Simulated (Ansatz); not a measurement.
LuCd₃: reading a single point

```xyz
8
Lattice="3.5553 5.2369 0.0000 3.5553 -5.2369 0.0000 0.0000 0.0000 -4.7514" Properties=species:S:1:pos:R:3 pbc="T T T"
Cd    1.5139    0.9950   -3.5635
Cd    5.5968   -0.9950   -1.1878
Cd    1.5139   -0.9950   -1.1878
Cd    5.5968    0.9950   -3.5635
Lu    3.5553   -1.3836   -3.5635
Lu    3.5553    1.3836   -1.1878
Cd    3.5553    3.4029   -3.5635
Cd    3.5553   -3.4029   -1.1878
```

The numbers come from plane-wave PAW DFT (Ansatz): r2SCAN, no spin polarisation, 500 eV, 6×6×7 Γ-centred k points, fermi-dirac occupations (width 0.0247 eV). Nothing was relaxed.

**Charges.** Bader charges in e: Lu +1.47, Cd -0.56 to -0.35. In the mean Lu gives up most and Cd takes most.
**Formation energy.** -0.26 eV an atom against the elements' usual phases (free molecules for gases, crystals otherwise, with no correction for O₂ or N₂), so it is bound against them; other compounds may still compete. Relaxing would lower it.
**Stress.** The pressure is 1.0 GPa (compression positive), so with the atoms held at these fractions the cell would first expand.
**At the Fermi level.** It is a metal, with about 3.5 states/eV a cell as the mean within 0.25 eV of the Fermi level.
**Forces.** The largest is on Cd3 (and as large on other atoms): 0.12 eV/Å, components (0.11, -0.06, 0.00). It makes 108° with the line to a nearest neighbour, Cd7 at 2.94 Å.

Origin: a database entry at a rescaled volume.
